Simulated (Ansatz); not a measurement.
# WS3: sound and stiffness along [100], [110] and [111]

Theory: DFT PBE, scalar-relativistic, plane waves, PAW (Ansatz). Settings: 420 eV plane-wave cutoff, Γ-centred 10×10×10 mesh, Fermi-Dirac smearing of 0.15 eV. No spin polarisation.

The cell, relaxed at this level:
```
W S
1.0
     4.68602    0.00000    0.00000
     0.00000    4.68602    0.00000
     0.00000    0.00000    4.68602
W S
1 3
Cartesian
  0.0000 0.0000 0.0000
  0.0000 0.0000 2.3430
  0.0000 2.3430 0.0000
  2.3430 0.0000 0.0000
```

The cell was built by swapping an element in a database structure (itself possibly hypothetical) and relaxing; it need not be the stable form of this composition. In a metal, frequencies and elastic constants depend on the k mesh and the smearing, soft modes and shear constants most. Spin–orbit coupling is left out, which matters for heavy elements. A semilocal functional can close a gap that the real compound has.

With ions relaxed, on the cubic axes: C11 = 215.0, C12 = 33.9, C44 = 22.2 GPa. The density is 4.519 g/cm³.

Question: Is the crystal stable against strain, and how anisotropic is it?

Answer: Born's conditions hold: C11 + 2C12 = 282.9, C11 − C12 = 181.1 and C44 = 22.2 GPa are all positive. B = (C11 + 2C12)/3 = 94.3 GPa. The two shear moduli are C44 and C′ = (C11 − C12)/2 = 90.5 GPa, so Zener's ratio is A = C44/C′ = 0.24: the shear C44 is the soft one, as in NaCl, KCl, the halide perovskites and the bcc metals V, Nb, Cr and Mo. The Cauchy pressure C12 − C44 is 11.8 GPa; it would vanish for pair forces between atoms on inversion centres at zero pressure, and a positive value is usual with metallic or many-body binding, and where atoms off inversion centres relax under shear, which lowers C44.

Question: Give the sound speeds along the three symmetry directions.

Answer: The Christoffel equation gives ρv² for each branch:
```csv
direction,branch,ρv²,GPa,v (m/s)
[100],L,C11,215.0,6898
[100],T (×2),C44,22.2,2214
[110],L,(C11 + C12 + 2C44)/2,146.6,5696
[110],"T, u ∥ [001]",C44,22.2,2214
[110],"T, u ∥ [1-10]",(C11 − C12)/2,90.5,4476
[111],L,(C11 + 2C12 + 4C44)/3,123.8,5235
[111],T (×2),(C11 − C12 + C44)/3,67.7,3872
```

Question: How does Young's modulus depend on direction?

Answer: Inverting gives S11 = 4.860, S12 = -0.662, S44 = 45.126 TPa⁻¹. Along a unit vector (l, m, n), 1/E = S11 − 2(S11 − S12 − S44/2)(l²m² + m²n² + n²l²), where the last bracket is 0, 1/4 and 1/3 for [100], [110] and [111]: E = 206, 75 and 62 GPa. With A < 1 the cube edge is stiffest. For a film on (001), the biaxial modulus is C11 + C12 − 2C12²/C11 = 238 GPa and the normal strain is −2C12/C11 = -0.32 times the in-plane one.

Cost: 2 runs of about 6.8 core-minutes in all, on Intel Xeon Processor @ 2.50GHz (Skylake/Cascade Lake) (shared hosts).